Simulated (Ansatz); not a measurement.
Two inputs for TiO2 with Ga replacing Ti

This input was run with Ansatz:

```yaml
crystal:
  lattice:
    - [4.5922, 4.5922, 0.0]
    - [-4.5922, 4.5922, 0.0]
    - [0.0, 0.0, 8.8722]
  atoms:
    - { symbol: Ga, position: [0.0, 0.0, 0.0] }
    - { symbol: Ti, position: [0.0, 0.0, 0.3333333333] }
    - { symbol: Ti, position: [0.0, 0.0, 0.6666666667] }
    - { symbol: Ti, position: [0.5, 0.5, 0.0] }
    - { symbol: Ti, position: [0.5, 0.5, 0.3333333333] }
    - { symbol: Ti, position: [0.5, 0.5, 0.6666666667] }
    - { symbol: Ti, position: [0.5, 0.0, 0.1666666667] }
    - { symbol: Ti, position: [0.5, 0.0, 0.5] }
    - { symbol: Ti, position: [0.5, 0.0, 0.8333333333] }
    - { symbol: Ti, position: [0.0, 0.5, 0.1666666667] }
    - { symbol: Ti, position: [0.0, 0.5, 0.5] }
    - { symbol: Ti, position: [0.0, 0.5, 0.8333333333] }
    - { symbol: O, position: [0.30496, 0.0, 0.0] }
    - { symbol: O, position: [0.30496, 0.0, 0.3333333333] }
    - { symbol: O, position: [0.30496, 0.0, 0.6666666667] }
    - { symbol: O, position: [0.80496, 0.5, 0.0] }
    - { symbol: O, position: [0.80496, 0.5, 0.3333333333] }
    - { symbol: O, position: [0.80496, 0.5, 0.6666666667] }
    - { symbol: O, position: [0.5, 0.30496, 0.1666666667] }
    - { symbol: O, position: [0.5, 0.30496, 0.5] }
    - { symbol: O, position: [0.5, 0.30496, 0.8333333333] }
    - { symbol: O, position: [0.0, 0.80496, 0.1666666667] }
    - { symbol: O, position: [0.0, 0.80496, 0.5] }
    - { symbol: O, position: [0.0, 0.80496, 0.8333333333] }
    - { symbol: O, position: [0.69504, 0.0, 0.0] }
    - { symbol: O, position: [0.69504, 0.0, 0.3333333333] }
    - { symbol: O, position: [0.69504, 0.0, 0.6666666667] }
    - { symbol: O, position: [0.19504, 0.5, 0.0] }
    - { symbol: O, position: [0.19504, 0.5, 0.3333333333] }
    - { symbol: O, position: [0.19504, 0.5, 0.6666666667] }
    - { symbol: O, position: [0.5, 0.69504, 0.1666666667] }
    - { symbol: O, position: [0.5, 0.69504, 0.5] }
    - { symbol: O, position: [0.5, 0.69504, 0.8333333333] }
    - { symbol: O, position: [0.0, 0.19504, 0.1666666667] }
    - { symbol: O, position: [0.0, 0.19504, 0.5] }
    - { symbol: O, position: [0.0, 0.19504, 0.8333333333] }
  symmetry: { detect: false }
total_charge: -1
kpoints:
  mp_grid: { grid: [3, 3, 2] }
scf:
  occupations: { method: gaussian, width: 0.025 }
  n_extra_bands: 1
hamiltonian:
  xc: pbe
  pseudopotentials: { kind: paw }
output:
  forces: true
  stress: true
  populations: true
  efg:
    quadrupole_moments_barn: { Ga: 0.107, Ti: 0.247, O: -0.02558 }
    contact_densities: true
```

```sh
ansatz run input.yaml --threads 1 --pin off --max-ram 3072MiB --backend cpu --events-out ev --progress --plain --runs-dir out
```

It converged. Of its output the block on the nuclei alone is shown, without the SCF iterations, energies, forces and stress (one atom of each set, the first 14 sets):

```
--- PAW observables at the nuclei: V_zz in 10²¹ V/m², potentials from the cell's mean, atoms counted from 1 ---
  atom   1  Ga V_zz =    +2.431222   η = 0.7749   by run symmetry: not_imposed   C_q = +6.2902 MHz
            electrostatic potential = -4133.239030 V   contact ρ = 187379.249280 e/Å³
  atom   2  Ti V_zz =    -2.944436   η = 0.2562   by run symmetry: not_imposed   C_q = -17.5854 MHz
            electrostatic potential = -2527.223293 V   contact ρ = 56792.227891 e/Å³
  atom   4  Ti V_zz =    -2.056474   η = 0.2027   by run symmetry: not_imposed   C_q = -12.2822 MHz
            electrostatic potential = -2527.000224 V   contact ρ = 56791.961970 e/Å³
  atom   5  Ti V_zz =    -2.200043   η = 0.2443   by run symmetry: not_imposed   C_q = -13.1396 MHz
            electrostatic potential = -2526.957259 V   contact ρ = 56791.949785 e/Å³
  atom   7  Ti V_zz =    -2.556088   η = 0.6522   by run symmetry: not_imposed   C_q = -15.2661 MHz
            electrostatic potential = -2527.184674 V   contact ρ = 56791.875168 e/Å³
  atom   8  Ti V_zz =    -2.522867   η = 0.4320   by run symmetry: not_imposed   C_q = -15.0677 MHz
            electrostatic potential = -2527.016303 V   contact ρ = 56791.947015 e/Å³
  atom  10  Ti V_zz =    +1.566150   η = 0.6959   by run symmetry: not_imposed   C_q = +9.3537 MHz
            electrostatic potential = -2527.227131 V   contact ρ = 56792.090829 e/Å³
  atom  11  Ti V_zz =    -2.234940   η = 0.1866   by run symmetry: not_imposed   C_q = -13.3480 MHz
            electrostatic potential = -2526.989596 V   contact ρ = 56791.964332 e/Å³
  atom  13  O  V_zz =    +4.042877   η = 0.6115   by run symmetry: not_imposed   C_q = -2.5006 MHz
            electrostatic potential = -625.003913 V   contact ρ = 2157.593326 e/Å³
  atom  14  O  V_zz =    +2.287885   η = 0.8910   by run symmetry: not_imposed   C_q = -1.4151 MHz
            electrostatic potential = -624.736336 V   contact ρ = 2157.365798 e/Å³
  atom  16  O  V_zz =    -2.590421   η = 0.9565   by run symmetry: not_imposed   C_q = +1.6022 MHz
            electrostatic potential = -624.754396 V   contact ρ = 2157.376434 e/Å³
  atom  17  O  V_zz =    -2.633700   η = 0.9489   by run symmetry: not_imposed   C_q = +1.6290 MHz
            electrostatic potential = -624.669916 V   contact ρ = 2157.342483 e/Å³
  atom  19  O  V_zz =    +2.422020   η = 0.9979   by run symmetry: not_imposed   C_q = -1.4981 MHz
            electrostatic potential = -624.661858 V   contact ρ = 2157.398990 e/Å³
  atom  20  O  V_zz =    +2.435585   η = 0.9846   by run symmetry: not_imposed   C_q = -1.5065 MHz
            electrostatic potential = -624.586010 V   contact ρ = 2157.356415 e/Å³
```

(1) Can these gradients be trusted, and how do they compare with a run on standard settings?

Answers

(1) They agree with the standard run. Against the standard input the change is `crystal.symmetry`: not typed → {detect: false}; `scf.n_extra_bands`: not typed → 1; `scf.occupations.method`: fermi_dirac → gaussian; `scf.occupations.width`: 0.01 → 0.025. A site carries the number of its first atom; V_zz in 10²¹ V/m².

| site | atom | V_zz standard | η standard | V_zz here | η here |
| --- | --- | --- | --- | --- | --- |
| Ga | 1 | 2.43 | 0.77 | 2.43 | 0.77 |
| Ti4 | 4 | -2.06 | 0.20 | -2.06 | 0.20 |
| Ti5 | 5 | -2.20 | 0.24 | -2.20 | 0.24 |
| Ti7 | 7 | -2.56 | 0.65 | -2.56 | 0.65 |
| Ti8 | 8 | -2.52 | 0.43 | -2.52 | 0.43 |
| Ti10 | 10 | 1.57 | 0.70 | 1.57 | 0.70 |
| O13 | 13 | 4.04 | 0.61 | 4.04 | 0.61 |
| O16 | 16 | -2.59 | 0.96 | -2.59 | 0.96 |
| O19 | 19 | 2.42 | 1.00 | 2.42 | 1.00 |
| O20 | 20 | 2.44 | 0.98 | 2.44 | 0.98 |
| O22 | 22 | -3.33 | 0.88 | -3.33 | 0.88 |
| O23 | 23 | 2.48 | 0.82 | 2.48 | 0.82 |

All printed values agree. The table leaves out 4 of the 16 sites, with |V_zz| up to 2.95; their tensors move by 0.01 at most along any direction. The gap of 1.7 eV is far wider than the smearing, so the levels stay full or empty whatever the smearing's form; with a small gap this would fail. SCF iterations: 11 and 11.

On the reference run: The defect repeats with the cell of 36 atoms, so it feels its images: sites between two images don't show the values beside a lone defect, and zeros or small values of η there can come from the images' arrangement. O and Ti carry a gradient in the pure host already, so the values there aren't the defect's effect alone. A uniform background compensates the cell's charge. The neighbours have not yet relaxed around the defect (largest force 1.2 eV/Å), so a real crystal will differ.
